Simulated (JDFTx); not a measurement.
System: Ti3Al(1 0 -1 0) (P6_3/mmc bulk; lattice of mp-1823, not re-optimised at this level), 1x1 cell of 12 atoms in 6 planes (Al/Ti outermost, slab composition Ti8Al4), area 26.62 Å² a face, 6.5 Å between the outermost planes in a cell 22.6 Å high; k mesh 6×4×1, Fermi width 0.01 Ha, no spin polarisation. Whether this polymorph is the ambient one wasn't checked. Neither spin polarisation nor a larger cell was tried.

Computed with JDFTx (a modified build): PBE, GBRV ultrasoft potentials, plane waves to 20/100 Ha. Liquid on both sides: soft-sphere model, water, 2 M NaCl; nuclei fixed. 

Charging data:

```tsv
U − U_pzc (V)	σ (μC/cm²)
-0.30	-16.43
0.00	0.00
0.30	14.03
```

A calculation by hand: a check of Lippmann's equation. The grand free energy per area against the neutral slab, Δγ = [F(N) − F(N₀) − μ(N − N₀)]/2A, is taken from the total energies of the same runs.

| U − U_pzc (V) | Δγ (mJ/m²) |
|---|---|
| -0.30 | -23.8 |
| 0.00 | 0.0 |
| 0.30 | -21.5 |

Δγ is largest at zero charge and falls away from it, as dγ/dU = −σ demands. At 0.30 V the computed -21.5 mJ/m² stands beside -21.1 mJ/m² from the constant-capacitance formula.
